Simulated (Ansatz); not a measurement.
Input file for Ansatz (a first-principles code):

Ansatz 0.2 input:
```yaml
crystal:
  lattice:
    - [2.9301833594, 0.0, 0.0]
    - [-1.4650916797, 2.537613227, 0.0]
    - [0.0, 0.0, 4.6650448857]
  atoms:
    - { symbol: Ti, position: [0.3333333333, 0.6666666667, 0.7390438286] }
    - { symbol: Ti, position: [0.6666666667, 0.3333333333, 0.2609561714] }
    - { symbol: O, position: [0.0, 0.0, 0.0] }
kpoints:
  mp_grid: { grid: [16, 16, 9] }
hamiltonian:
  xc: lda
  pseudopotentials: { kind: paw }
scf:
  occupations: { method: fermi_dirac, width: 0.1 }
phonons:
  method: dfpt
  response_accuracy: low
  eigenvectors: true
  rigid_motions: translations
```

Output (shortened):

```
Pseudopotential: Ti, paw, valence charge 12
Pseudopotential: O, paw, valence charge 6
Functional definition: SPW92
Crystal: 3 atoms, lattice volume = 34.688 Å³
Basis set: ecut = 420 eV, 687 PW (Γ), exchange–correlation on 40×40×64 points (8 copies of the dense FFT grid, shifted against one another)
Bands: 19, of which v1, the nominal top of the filled ones, is band 15 counted from 1 (14 counted from 0)
Symmetry: 12 space group operations
k-points: 617 of 2304 (irreducible under 2 space group operations, time reversal used)
SCF iter   1: F=—  HF=-5459.304858 eV  |F-HF|=—  |Δ(HF+E_count)|=         —  Δρ=1.37e-2  dr2=4.86e-2  ethr=1.77e-3  ⟨swp⟩=4.4  Hψ=102133  notcnv=0
automatic band count: the SCF goes on with 23 bands, as 19 were too few: they end inside the smearing window of the response
preconditioner: auto → none
SCF iter   2: F=—  HF=-5459.296955 eV  |F-HF|=—  |Δ(HF+E_count)|=   7.90e-3  Δρ=7.43e-3  dr2=1.81e-2  ethr=1.62e-4  ⟨swp⟩=1.7  Hψ=20130  notcnv=0
SCF iter   3: F=—  HF=-5459.293188 eV  |F-HF|=—  |Δ(HF+E_count)|=   3.77e-3  Δρ=1.02e-3  dr2=3.37e-4  ethr=6.02e-5  ⟨swp⟩=2.1  Hψ=17002  notcnv=0
SCF iter   4: F=—  HF=-5459.293145 eV  |F-HF|=—  |Δ(HF+E_count)|=   4.34e-5  Δρ=4.66e-4  dr2=1.35e-4  ethr=1.12e-6  ⟨swp⟩=2.3  Hψ=21413  notcnv=0
SCF iter   5: F=—  HF=-5459.293103 eV  |F-HF|=—  |Δ(HF+E_count)|=   4.20e-5  Δρ=1.31e-4  dr2=6.76e-6  ethr=4.50e-7  ⟨swp⟩=2.0  Hψ=18125  notcnv=0
SCF iter   6: F=—  HF=-5459.293100 eV  |F-HF|=—  |Δ(HF+E_count)|=   2.77e-6  Δρ=1.91e-5  dr2=7.51e-8  ethr=2.25e-8  ⟨swp⟩=2.0  Hψ=16278  notcnv=0
SCF iter   7: F=—  HF=-5459.293100 eV  |F-HF|=—  |Δ(HF+E_count)|=   3.27e-7  Δρ=2.81e-6  dr2=1.02e-9  ethr=2.50e-10  ⟨swp⟩=2.1  Hψ=18347  notcnv=0
SCF iter   8: F=—  HF=-5459.293100 eV  |F-HF|=—  |Δ(HF+E_count)|=  2.00e-10  Δρ=4.19e-7  dr2=1.89e-11  ethr=3.40e-12  ⟨swp⟩=2.3  Hψ=23777  notcnv=0
SCF iter   9: F=-5459.293100 eV  HF=-5459.293100 eV  |F-HF|=0.00e0  |Δ(HF+E_count)|=  1.82e-12  Δρ=6.79e-8  dr2=4.40e-13  ethr=1.00e-12  ⟨swp⟩=5.2  Hψ=46905  notcnv=0
SCF 1 converged in 9 iterations: F = -5459.293100 eV  dr2 = 4.40e-13
DFPT response loops at Γ: preconditioner auto → Kerker (q_TF=auto, 2.663 Å⁻¹) (partly filled bands, converged f_vac=0.000) …
SCF converged after 9 iterations
Free energy (F): -5459.293100 eV
Harris-Foulkes:  -5459.293100 eV  (|F-HF|=0.00e0)
Internal energy: -5459.254687 eV  (E = F + TS)
E sigma→0 (E₀):  -5459.273894 eV
Entropy (-TS):   -0.038413 eV (-12.804 meV/atom)
Fermi energy:    15.822601 eV
--- Per-component energies (eV) ---
  E_band       = -241.688889
  E_kinetic    = 725.875294
  E_local      = -1728.077174  (includes V_loc(G=0)·N_el)
  E_nonlocal   = 72.951514
  E_hartree    = 704.131303
  E_xc         = -268.863293
  E_vxc        = -340.524990  (∫ρ·V_xc dr)
  E_paw        = -2145.378555  (= ΣΔE_a)
  E_vpaw       = -380.178752  (= ΣTr[D̂ρ^β])
  E_aug_tail   = 0.002629  (compensation charges beyond the density's cutoff)
  E_ewald      = -2820.645228
  E_core_change = 0.748822  (= ΣΔE_core)
  E_smearing   = -0.038413  (= −TS)
  E_closure    = 0.000000  (closes the sum)
  Σ components = -5459.293100   (vs F -5459.293100, Δ=0.00e0)
  [band-id]    e_kinetic+e_local+e_nonlocal+2·e_hartree+e_vxc+e_vpaw+e_augmentation_tail = -241.688872   (vs E_band -241.688889, Δ=1.69e-5)
--- Band table (eV; the first three rows and the last of 617) ---
  k-point 0: bands = ["-40.7066", "-40.5453", "-17.7691", "-16.9948", "-16.9948", "-16.8963", "-16.8963", "-16.8558", "-5.3047", "7.7675", "9.2584", "9.2584", "12.3364", "15.8868", "16.0321", "16.4057", "16.4057", "16.8363", "16.8363", "17.0838", "17.0838", "20.0978", "20.0978"]
  k-point 1: bands = ["-40.7019", "-40.5500", "-17.7434", "-16.9923", "-16.9923", "-16.8988", "-16.8988", "-16.8852", "-5.2958", "7.7218", "9.2504", "9.2504", "12.4764", "15.5854", "16.3395", "16.3395", "16.3418", "16.8134", "16.8134", "17.2814", "17.2814", "19.9814", "19.9814"]
  k-point 2: bands = ["-40.6886", "-40.5637", "-17.6689", "-16.9854", "-16.9854", "-16.9689", "-16.9058", "-16.9058", "-5.2734", "7.6098", "9.2293", "9.2293", "12.8597", "15.2409", "16.1522", "16.1522", "16.6903", "17.0189", "17.0189", "17.5697", "17.5697", "19.6554", "19.6554"]
  k-point 616: bands = ["-40.5465", "-40.5331", "-17.5892", "-17.5085", "-17.2644", "-17.2314", "-17.0126", "-16.9751", "-4.8720", "7.6403", "8.3563", "8.5691", "14.4424", "14.8251", "15.1035", "16.3928", "16.7136", "17.6904", "18.7623", "18.8650", "19.2188", …
--- Phonons (Γ-DFPT): 4 representative perturbations + reference, on 617 of 2304 k-points (Σ response iterations 11) ---
  ASR residual: 6.244e-4 → 0.000e0 eV/Å²; symmetrization residual: 1.644e-5 eV/Å²
  ASR residual per site (eV/Å²): 6.24e-4 6.24e-4 3.92e-5
  Γ frequencies (cm⁻¹): 0.00 0.00 0.00 164.29 164.29 302.99 469.63 469.63 525.04
  non-analytic LO–TO correction: not included (Born effective charges unavailable; polar crystals: no LO–TO splitting at Γ)
```

Cost: very roughly 2.1 core-minutes on shared cores.

Space group P-3m1 (anti-CdI2 type). The workflow started from a Materials Project entry (that database holds measured and hypothetical structures alike); the Crystallography Open Database files this formula in space group No. 164, but the cells were not matched. Its standing as an ambient phase is unchecked. Symmetry was held in the LDA relaxation; whether a distortion lowers the energy is not shown. No spin polarisation was allowed. Without spin polarisation and U, an open-shell compound can come out a false metal. As this level gives no gap, phonon frequencies hold no LO–TO term and depend on the k-mesh and smearing (Fermi–Dirac, 0.1 eV here).

Potentials: the later of the program's two PAW sets.

Ansatz is a plane-wave DFT program.
